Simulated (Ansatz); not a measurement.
# Ansatz 0.2.0, relaxation: Na2Ag

Run with:

```bash
ansatz run input.yaml --threads 1 --pin off --max-ram 2560MiB --backend cpu --events-out ev --progress --plain --runs-dir out
```

input.yaml:

```yaml
crystal:
  lattice:
    - [4.373977, 0.0, 0.0]
    - [-2.186988, 3.787979, 0.0]
    - [0.0, 0.0, 3.831507]
  atoms:
    - { symbol: Na, position: [0.3333, 0.6667, 0.5] }
    - { symbol: Na, position: [0.6666, 0.3333, 0.5] }
    - { symbol: Ag, position: [0.0, 0.0, 0.0] }
  symmetry: { tolerance: 0.0003 }
kpoints:
  mp_grid: { grid: [5, 5, 5], shift: [0, 0, 0] }
magnetization:
  spin_polarized: false
scf:
  occupations: { method: fermi_dirac }
  convergence: { dr2_threshold: 1.0e-06 }
hamiltonian:
  pseudopotentials: { kind: paw }
  xc: pbe
basis:
  ecutwfc: 420
output:
  forces: true
  stress: true
  eigenvalues: true
relax:
  max_steps: 40
  cell: {}
```

Origin of the cell: a known structure type with other elements, at an estimated volume, so it need not be a known compound.

The smearing width isn't typed, so it takes its default of 0.1 eV.

Output (shortened):

```
Warning: the atoms were moved onto the symmetric positions of the space group found under crystal.symmetry.tolerance 3.0e-4 (fractional; no operation is sought that the atoms, as they stand i […]
Warning: scf.convergence.dr2_threshold = 1e-6 eV is looser than this run's default, which is 1e-7 eV or tighter. The error in the forces grows as the threshold's square root, so leave the key […]
Warning: relax.cell: scf.convergence.dr2_threshold = 1e-6 eV is looser than the 3e-10 eV advised for a relaxation that steers and ends on the stress (1e-10 eV for each atom of the cell: 3). W […]
Pseudopotentials: kind: paw
Pseudopotential: Na, paw, valence charge 9, recommended cutoff 420 eV (normal), Na.paw.azcp
Pseudopotential: Ag, paw, valence charge 19, recommended cutoff 420 eV (normal), Ag.paw.azcp
Functional definition: PBE
  exchange = pbe_x(kappa = kappa, mu = beta*pi^2/3)
  correlation = pbe_c(beta = beta)
Crystal: 3 atoms, lattice volume = 63.482 Å³
Basis set: ecut = 420 eV, 1267 PW (Γ), exchange–correlation on 60×60×54 points (8 copies of the dense FFT grid, shifted against one another)
Bands: 23, of which v1, the nominal top of the filled ones, is band 19 counted from 1 (18 counted from 0)
[… 7 lines left out …]
Initial density: superposition of atomic densities (neutral atoms: chi_scale 0, normalization atom), corrected by the library's trained network
Functional: x = pbe(κ = 0.804, μ = 0.219515), c = pbe(β = 0.066725)
SCF iter   1: F=—  HF=-10562.585437 eV  Δρ=1.17e-3  dr2=7.52e-4
SCF iter   2: F=—  HF=-10562.586167 eV  Δρ=6.46e-4  dr2=2.23e-4
SCF iter   3: F=—  HF=-10562.586212 eV  Δρ=2.37e-4  dr2=5.10e-5
SCF iter   4: F=—  HF=-10562.586204 eV  Δρ=6.36e-5  dr2=2.46e-6
SCF iter   5: F=-10562.586204 eV  HF=-10562.586204 eV  Δρ=1.60e-5  dr2=1.19e-7
SCF iter   6: F=-10562.586204 eV  HF=-10562.586204 eV  Δρ=4.69e-6  dr2=1.08e-8
relax step   1: F+E_penalty+E_count = -10562.586204 eV  Δ(F+E_penalty+E_count) = +0.000e0 eV  max|allowed force component| = 2.891e-17 eV/Å  Δτ_max = 0.0000 Å  P = +4.959 GPa  Ω = 63.482 Å³  (6 SCF iters, accepted)
relax step   2: F+E_penalty+E_count = -10562.850843 eV  Δ(F+E_penalty+E_count) = -2.646e-1 eV  max|allowed force component| = 7.710e-18 eV/Å  Δτ_max = 0.0000 Å  P = +3.292 GPa  Ω = 66.330 Å³ […]
relax step   3: F+E_penalty+E_count = -10563.088365 eV  Δ(F+E_penalty+E_count) = -2.375e-1 eV  max|allowed force component| = 2.930e-17 eV/Å  Δτ_max = 0.0000 Å  P = +1.577 GPa  Ω = 69.399 Å³ […]
relax step   4: F+E_penalty+E_count = -10563.271221 eV  Δ(F+E_penalty+E_count) = -1.829e-1 eV  max|allowed force component| = 5.320e-17 eV/Å  Δτ_max = 0.0000 Å  P = +0.677 GPa  Ω = 70.045 Å³ […]
relax step   5: F+E_penalty+E_count = -10563.350585 eV  Δ(F+E_penalty+E_count) = -7.936e-2 eV  max|allowed force component| = 3.238e-17 eV/Å  Δτ_max = 0.0000 Å  P = +0.333 GPa  Ω = 69.258 Å³ […]
[… 2 lines left out …]
relax step   8: F+E_penalty+E_count = -10563.353288 eV  Δ(F+E_penalty+E_count) = -6.213e-6 eV  max|allowed force component| = 5.397e-18 eV/Å  Δτ_max = 0.0000 Å  P = -0.000 GPa  Ω = 69.725 Å³ […]
relax step   9: F+E_penalty+E_count = -10563.382343 eV  Δ(F+E_penalty+E_count) = -2.905e-2 eV  max|allowed force component| = 1.542e-17 eV/Å  Δτ_max = 0.0000 Å  P = +0.832 GPa  Ω = 69.725 Å³  stress off target by 1.22e0 GPa […]
relax step  10: F+E_penalty+E_count = -10563.390488 eV  Δ(F+E_penalty+E_count) = -8.145e-3 eV  max|allowed force component| = 1.581e-17 eV/Å  Δτ_max = 0.0000 Å  P = +0.358 GPa  Ω = 71.251 Å³ […]
relax step  11: F+E_penalty+E_count = -10563.392290 eV  Δ(F+E_penalty+E_count) = -1.802e-3 eV  max|allowed force component| = 2.776e-17 eV/Å  Δτ_max = 0.0000 Å  P = +0.028 GPa  Ω = 72.439 Å³ […]
relax step  12: F+E_penalty+E_count = -10563.392569 eV  Δ(F+E_penalty+E_count) = -2.797e-4 eV  max|allowed force component| = 1.850e-17 eV/Å  Δτ_max = 0.0000 Å  P = +0.016 GPa  Ω = 72.439 Å³  stress off target by 2.24e-2 GPa […]
SCF 12 converged in 4 iterations: F = -10563.392569 eV  dr2 = 5.89e-9
basis re-selected at this cell: Δ(F+E_penalty+E_count) = -2.797e-4 eV, ΔP = -0.013 GPa vs the last step (what re-selecting the basis moved, of the pressure what is left beyond the Pulay corre […]
SCF converged after 4 iterations
Free energy (F): -10563.392569 eV
Harris-Foulkes:  -10563.392569 eV  (|F-HF|=1.93e-9)
Internal energy: -10563.364258 eV  (E = F + TS)
E sigma→0 (E₀):  -10563.378414 eV
Entropy (-TS):   -0.028311 eV (-9.437 meV/atom)
Fermi energy:    6.283897 eV
--- Per-component energies (eV) ---
  E_band       = -837.657692
  E_kinetic    = 768.617176
  E_local      = -5795.039083  (includes V_loc(G=0)·N_el)
  E_nonlocal   = 310.180011
  E_hartree    = 2352.222587
  E_xc         = -262.154243
  E_vxc        = -334.070428  (∫ρ·V_xc dr)
  E_paw        = -4428.433031  (= ΣΔE_a)
  E_vpaw       = -491.789854  (= ΣTr[D̂ρ^β])
  E_aug_tail   = 0.000235  (compensation charges beyond the density's cutoff)
  E_ewald      = -3508.757910
  E_smearing   = -0.028311  (= −TS)
  Σ components = -10563.392569   (vs F -10563.392569, Δ=0.00e0)
--- Forces (eV/Å), atoms counted from 1 ---
  atom   1  Na    -0.000000     0.000000     0.000000
  atom   2  Na     0.000000    -0.000000    -0.000000
  atom   3  Ag     0.000000    -0.000000     0.000000
  max |Σ_I F_I| component: 3.47e-18 eV/Å
--- Stress (GPa, compression-positive) ---
        0.022419      -0.000000      -0.000000
       -0.000000       0.022419      -0.000000
       -0.000000      -0.000000       0.001708
  P = ⅓ Tr σ = 0.0155 GPa (0.155 kbar)
--- Relaxed structure (10 steps of the walk, 10 accepted, 2 SCFs on fresh bases) ---
  F+E_penalty+E_count = -10563.392569 eV   max|allowed force component| = 1.850e-17 eV/Å   (the final SCF, on the basis selected at the relaxed cell)
  cell:  # Å, volume = 72.4389 Å³
    - [5.182609, -3.420e-7, 0.0]
    - [-2.591304, 4.488271, 0.0]
    - [0.0, 0.0, 3.114185]
  atoms:
    - { symbol: Na, position: [0.333333, 0.666667, 0.5] }
    - { symbol: Na, position: [0.666667, 0.333333, 0.5] }
    - { symbol: Ag, position: [-1.696e-17, 0.0, 0.0] }
```

Caveats: no dispersion correction, so spacings can come out too large where layers or molecules are weakly bound; no moments, though an odd count or open d shells may carry them; the SCF threshold is loose for forces; the SCF threshold is looser than advised for a stress; the k mesh is coarse if the cell is a metal; the relaxation held the start's symmetry, so the end may be a saddle point.

It ran for 20 s on 1 thread of Intel(R) Xeon(R) Platinum 8259CL CPU @ 2.50GHz (Skylake/Cascade Lake), with other jobs on the host, peak memory 0.38 GiB, from the program's own first density.
